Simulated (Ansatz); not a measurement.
## Li3AlH6 — ²⁷Al NMR of the central transition

Cell: an entry of the Crystallography Open Database (COD) whose atoms were relaxed with PBE, the cell held.

Space group R-3:H (No. 148); a = 8.0712, c = 9.5130 Å, γ = 120.00°.

| site | Wyckoff | site symmetry | x | y | z |
| --- | --- | --- | --- | --- | --- |
| Li | 18f | 1 | 0.9565 | 0.2247 | 0.2923 |
| Al7 | 3b | -3. | 0.0000 | 0.0000 | 0.5000 |
| Al8 | 3a | -3. | 0.0000 | 0.0000 | 0.0000 |
| H9 | 18f | 1 | 0.4997 | 0.1379 | 0.4330 |
| H15 | 18f | 1 | 0.1600 | 0.1830 | 0.3883 |

One atom of each set is listed; the run and its k-mesh use a cell of 20 atoms with edges of 5.64, 5.64, 5.64 Å.

All values are calculated (Ansatz; DFT, PBE, plane waves and PAW, scalar-relativistic, 420 eV cutoff, Γ-centred 5×5×5 k-points, Fermi–Dirac smearing 0.02 eV), not measured.

²⁷Al has I = 5/2 and Q = 146.6 mb (Pyykkö 2018); at 18.8 T its Larmor frequency is ν₀ = 208.7 MHz. Only the quadrupole interaction is simulated: positions count from each site's isotropic chemical shift, and J coupling is left out, as are shift anisotropy and dipolar coupling, which fast spinning averages.

**Question.** Give C_Q, η, the quadrupolar product P_Q = |C_Q|(1 + η²/3)^½, the second-order isotropic shift and the breadth of the pattern (fast magic-angle spinning) for each Al site.

**Answer.** 

| site | first shell | C_Q (MHz) | η | P_Q (MHz) | δ_QIS (ppm) | breadth (kHz) |
| --- | --- | --- | --- | --- | --- | --- |
| Al7 | 6 H at 1.75 Å | -1.50 | 0.00 | 1.50 | -0.309 | 0.138 |
| Al8 | 6 H at 1.75 Å | 2.27 | 0.00 | 2.27 | -0.710 | 0.318 |

δ_QIS = −(ν_Q²/30ν₀²)[I(I+1) − 3/4](1 + η²/3) × 10⁶ ppm with ν_Q = 3|C_Q|/[2I(2I−1)]; it falls as 1/B₀² in ppm, and the breadth as 1/B₀ in kHz.

An axis of threefold or higher order runs through Al7 and Al8, so V_zz lies along it and η is zero.
